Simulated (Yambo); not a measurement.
A free-standing GeSe monolayer (symmetry Pmn2_1, slab cell 15.7 Å high), G0W0@PBEsol in Yambo with this input:

```
rim_cut
gw0
dyson
el_el_corr
HF_and_locXC
ppa
em1d
rim_w
RandQpts= 1000000
RandGvec= 2 Ry
CUTGeo= "slab z"
EXXRLvcs= 86 Ry
VXCRLvcs= 344 Ry
Chimod= "HARTREE"
% BndsRnXp
 11 | 146 |
%
NGsBlkXp= 6 Ry
% LongDrXp
 1.0 | 1.0 | 0.0 |
%
RandGvecW= 650 mRy
PPAPntXp= 27.2114 eV
% GbndRnge
 1 | 146 |
%
GTermKind= "BG"
DysSolver= "n"
ExtendOut
```

On a 4×4×1 mesh, with wavefunctions cut at 86 Ry, the gap ((0.25, 0.25) → (0.25, 0.25)) is 2.669 eV and the valence edge shifts by -0.722 eV.

### Question
What happens with this change: no stochastic integration of W?

### Answer
The gap rises by 1.778 eV, to 4.447 eV; the shift of the valence edge becomes -1.698 eV. Without the stochastic integration, the mesh misses the sharp change of W near q = 0 in a layer: the 1.78 eV of that row are a sampling artefact. Neither run is shown to be the converged limit. In the run with 146 bands and a 6 Ry block, which covers more k points, the smallest G0W0 gap is 2.48 eV, (-0.5, 0) → (0, -0.5). The mesh misses a band edge: along a dense path the PBEsol gap is 0.97 eV against 1.79 eV on the mesh.

The standard potentials for Ge, Se keep a d shell in the valence without the s and p states of that shell. In tests on such compounds this moved G0W0 gaps by up to about 0.9 eV, so absolute quasiparticle energies here are unreliable; differences between settings are what counts.

Spin-orbit coupling is not included.

Geometry relaxed with PBEsol; primitive cell a = 4.018 Å, b = 3.952 Å, c = 15.700 Å, α = 90.00°, β = 90.00°, γ = 90.00°.

This is a model layer cut from the bulk structure; whether it is stable on its own was not checked.

A shift is the quasiparticle energy of the state minus its PBEsol energy.
